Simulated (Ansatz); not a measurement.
The relaxed structure here is a generated cell of SiW: the first start was made by placing the elements on the sites of a structure type, and the end was not matched to a known phase here, so it may be hypothetical.

The start is a generated trial cell of SiW in the rocksalt structure type. A full variable-cell relaxation at zero pressure is run with r2SCAN (plane waves to 500 eV, PAW, scalar-relativistic; Ansatz, an electronic-structure program). The first steps use a coarse 7×7×7 k-mesh.

Initial structure:
```yaml
crystal:
  lattice:
    - [0.00000, 2.72789, 2.72789]
    - [2.72789, 0.00000, 2.72789]
    - [2.72789, 2.72789, 0.00000]
  atoms:
    - { symbol: Si, position: [0.00000, 0.00000, 0.00000] }
    - { symbol: W, position: [0.50000, 0.50000, 0.50000] }
```

Question: What pressure does the first self-consistent step give?

Answer: -30 GPa (negative: the cell is under tension).

Question: How much energy is released per atom?

Answer: 0.55 eV/atom.

Question: Give the final cell and atomic positions.

Answer: 
Space group Fm-3m (No. 225); a = b = c = 4.998 Å, α = β = γ = 90.00°

| atom | site | symmetry | x | y | z |
|---|---|---|---|---|---|
| Si | 4a | m-3m | 0.0000 | 0.0000 | 0.0000 |
| W | 4b | m-3m | 0.5000 | 0.5000 | 0.5000 |
(The calculation used a cell of 2 atoms; values per cell refer to that cell.)

The space group stays Fm-3m (No. 225) (the run could not lower it); the end is rock salt type, with 2 atoms in the primitive cell. Final values are on a 16×16×16 k-mesh of the relaxed cell. No spin polarisation in the result.

The run could not lose the symmetry of its start; a randomly shaken copy of 4 atoms returns to this structure.

All atoms sit on sites fixed by symmetry, so only the cell could relax.
